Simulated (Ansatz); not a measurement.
The relaxed structure here is a generated cell of Be: the first start was made by a random draw of sites in a space group, and the end was not matched to a known phase here, so it may be hypothetical. Known forms of Be include space group No. 194.

A relaxed cell of Be (P6/mmm (No. 191)), relaxed on a k-mesh at least as fine as the one used below. Calculation: PBEsol (plane waves to 420 eV, PAW, scalar-relativistic; Ansatz, an electronic-structure program). Γ-centred k-mesh 9×17×13 on the run's cell (coarser than for final values), Fermi–Dirac smearing 0.05 eV.

```
CELL_PARAMETERS angstrom
      4.28094     0.00000     0.00000
     -1.07024     1.85370     0.00000
      0.00000     0.00000     2.41823
ATOMIC_POSITIONS crystal
  Be 0.00000 0.00000 0.50000
  Be 0.50000 0.00000 0.50000
```

The atoms are displaced by (Å):

```tsv
atom	ux	uy	uz
Be1	-0.040	-0.043	-0.013
Be2	0.089	0.073	-0.228
```

Question: What forces (eV/Å) and pressure result?

Answer: 
```
atom     Fx     Fy     Fz
----  -----  -----  -----
Be1    1.23   0.92   0.38
Be2   -1.23  -0.92  -0.38
```

Pressure +1.2 GPa.

Question: Estimate the energy cost of the displacement in the harmonic approximation and compare with the calculation.

Answer: For a harmonic well ΔE = −½ Σ F·u = 0.092 eV a cell, or 46 meV/atom. The calculated energy relative to the undisplaced cell is +0.05 eV/atom, so the harmonic estimate holds well.

The undisplaced cell is probably no minimum: from this displacement the run went on to Fm-3m (No. 225), 0.45 eV/atom below it.

No spin polarisation in the result.
